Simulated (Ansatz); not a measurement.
Relaxed-ion elastic tensor of ZnS (wurtzite, P6_3mc) in GPa (Voigt order), the program Ansatz at the PBE level (PAW); density 4.01 g/cm³, 20.18 Å³ per atom.

|  | 1 | 2 | 3 | 4 | 5 | 6 |
|---|---|---|---|---|---|---|
| 1 | 115 | 51.2 | 38.5 | 0.0 | 0.0 | 0.0 |
| 2 | 51.2 | 115 | 38.5 | 0.0 | 0.0 | 0.0 |
| 3 | 38.5 | 38.5 | 135 | 0.0 | 0.0 | 0.0 |
| 4 | 0.0 | 0.0 | 0.0 | 27.7 | 0.0 | 0.0 |
| 5 | 0.0 | 0.0 | 0.0 | 0.0 | 27.7 | 0.0 |
| 6 | 0.0 | 0.0 | 0.0 | 0.0 | 0.0 | 32.1 |

Question: Is the crystal mechanically stable?

Answer: Yes: the smallest eigenvalue of C is 27.7 GPa.

Question: Work out the Voigt, Reuss and Hill averages.

Answer: K_V = 69.2, K_R = 69.1, K_H = 69.1; G_V = 33.3, G_R = 32.1, G_H = 32.7 GPa.

Question: Give Young's modulus, Poisson's ratio, Pugh's ratio and the universal anisotropy index.

Answer: E = 9KG/(3K + G) = 84.8 GPa; ν = 0.30; K/G = 2.11 (ductile by the Pugh limit of 1.75); A_U = 5G_V/G_R + K_V/K_R − 6 = 0.20.

Question: Estimate the sound speeds and the Debye temperature.

Answer: v_l = √((K + 4G/3)/ρ) = 5300 m/s, v_t = √(G/ρ) = 2860 m/s, mean 3190 m/s; Θ = (h/k)(3n/4πV)^(1/3) v_m = 349 K.

Question: Solve the Christoffel equation for the three sound speeds along x, y, z.

Answer: Eigenvalues of C_ijkl n_j n_l equal ρv² (piezoelectric stiffening left out). In km/s, slowest first: x 2.63, 2.83, 5.36; y 2.63, 2.83, 5.36; z 2.63, 2.63, 5.81.

Question: How much does each axis shrink under pressure?

Answer: Linear compressibilities β_i = Σ_j S_ij (j = 1 to 3): x 4.9, y 4.9, z 4.6 per TPa.

Symmetry was held in the PBE relaxation; phonons on a q-mesh show no instability.

Potentials: the later of the program's two PAW sets.
